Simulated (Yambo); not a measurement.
G0W0@PBEsol for AlN (wurtzite, space group P6_3mc, No. 186) in Yambo. Reference settings: 6×6×4 Γ-centred k mesh, 77 bands and a 8 Ry block in the screening, 77 bands in G with the Bruneval-Gonze terminator, plasmon pole fitted at 27.2 eV. The PBEsol gap Γ → Γ on this mesh is 4.10 eV; G0W0 gaps are taken between the same points.

The settings were changed. The gap went from 5.58 eV to 5.71 eV, and the shift of the valence edge from -0.81 eV to -0.69 eV.

Q: Which change was made?
A) 49 bands in G, no terminator
B) 28 bands in W, 28 bands in G
C) 1 Ry block
D) 3 Ry block

A: C, 1 Ry block. The others gave (gap, valence shift): 3 Ry block: 5.23, -0.54 eV; 49 bands in G, no terminator: 5.45, -0.41 eV; 28 bands in W, 28 bands in G: 5.62, -0.57 eV.

Geometry relaxed with PBEsol; primitive cell a = 3.113 Å, b = 3.113 Å, c = 4.983 Å, α = 90.00°, β = 90.00°, γ = 120.00°.

A shift is the quasiparticle energy of the state minus its PBEsol energy.
